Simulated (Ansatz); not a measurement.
The end point of a relaxation of K2H4Pt. Space group P4₂/mnm (No. 136). Computed with r2SCAN (plane waves to 500 eV, PAW, scalar-relativistic; Ansatz, a program for electronic structure).

Space group P4₂/mnm (No. 136); a = b = 5.5821 Å, c = 8.1092 Å, α = β = γ = 90.00°

```csv
atom,site,symmetry,x,y,z
K,4d,-4..,0.0000,0.5000,0.2500
H,4f,m.2m,0.2088,0.2088,0.0000
H,4e,2.mm,0.0000,0.0000,0.2031
Pt,2a,m.mm,0.0000,0.0000,0.0000
```

Task: Estimate the band gap that r2SCAN returns for this input.

Result: 3.70 eV, direct within 0.03 eV (at k = (0.4, 0.4, 0)) (no spin-orbit coupling).

Task: Predict the smallest direct gap from r2SCAN.

Result: 3.72 eV at k = (0.4, 0.4, 0).

No spin polarisation in the result.

The run could not lose the symmetry of its start.
